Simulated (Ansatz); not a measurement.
La:
Space group Fd-3m, origin choice 1 (No. 227); a = b = c = 6.653 Å, α = β = γ = 90.00°

| atom | site | symmetry | x | y | z |
|---|---|---|---|---|---|
| La | 8b | -43m | 0.5000 | 0.5000 | 0.5000 |
(The calculation used a cell of 2 atoms; values per cell refer to that cell.)

Relaxed with r²SCAN.

### Question
Tabulate the valence density and the electron localisation function along the shortest La–La contact (2.88 Å), the program Ansatz at the r²SCAN level (PAW).

### Answer


```csv
distance from La (Å),density (e/Å³),ELF
0.29,1.72,0.12
0.43,1.70,0.40
0.58,1.70,0.67
0.72,1.56,0.79
0.86,1.24,0.80
1.01,0.86,0.73
1.15,0.55,0.49
1.30,0.37,0.21
1.44,0.32,0.13
1.58,0.37,0.21
1.73,0.55,0.49
1.87,0.86,0.73
2.02,1.24,0.80
2.16,1.56,0.79
2.30,1.70,0.67
2.45,1.70,0.40
2.59,1.72,0.12
```

The density is the valence pseudo-density with augmentation charge, so density and ELF within about 1 Å of a nucleus are not all-electron values.

The start of the workflow was typed in or built on a structure type; neither database checked (COD, Materials Project) lists it. It is not the phase usual at ambient conditions (space group No. 194). The cell was relaxed with r²SCAN under the symmetry of its start. At this level the phase is mechanically unstable. The volume moved by -38 % from the start of the relaxation. Spin–orbit coupling is left out wherever it is not named.

Potentials: the earlier of the program's two PAW sets.
